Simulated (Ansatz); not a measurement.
Notes on H$_{3}$WO$_{2}$

```
CELL_PARAMETERS angstrom
3.79876 4.25750 0.00000
3.79876 -4.25750 0.00000
1.14089 0.00000 -3.08423
ATOMIC_POSITIONS crystal
H 0.22500 0.98900 0.99600
H 0.01100 0.77500 0.00400
H 0.77500 0.01100 0.00400
H 0.98900 0.22500 0.99600
O 0.20660 0.79340 0.00000
O 0.79340 0.20660 0.00000
W 0.34740 0.65260 0.50000
W 0.65260 0.34740 0.50000
H 0.23700 0.23700 0.36900
H 0.76300 0.76300 0.63100
O 0.28570 0.28570 0.60480
O 0.71430 0.71430 0.39520
```

Level: PBE, no spin polarisation; 420 eV; 4×4×7 Γ-centred mesh; fermi-dirac occupations (width 0.0492 eV); Ansatz 0.2.0, fixed geometry.

Problem. Give the Bader charges.

Solution. Bader charges in e: H +0.46 to +0.51, W +1.10, O -1.29 to -1.24. In the mean W gives up most and O takes most.

Problem. Is the cell too large or too small?

Solution. The pressure is 17.0 GPa (compression positive), so with the atoms held at these fractions the cell would first expand; the forces are large, so a full relaxation may end otherwise. The principal stresses 12.6, 19.1, 19.2 GPa differ, so its shape would change too.

Problem. Is there a gap?

Solution. It is a metal, with about 8.8 states/eV a cell as the mean within 0.25 eV of the Fermi level, mostly W d (71 %).

Problem. What is the formation energy?

Solution. 0.23 eV an atom against the elements' usual phases (free molecules for gases, crystals otherwise, with no correction for O₂ or N₂), so at this geometry it isn't bound against them. Relaxing would lower it.

Problem. Where is the largest force?

Solution. The largest is on O5 (and as large on other atoms): 5.65 eV/Å, components (0.00, -5.65, 0.00). It makes 47° with the line to a nearest neighbour, H1 at 1.11 Å.

Origin: a known structure type with other elements, at an estimated volume, so it need not be a known compound. Caveats: many states at the Fermi level without spin polarisation, so a magnetic state may lie lower; atoms or cell far from equilibrium.
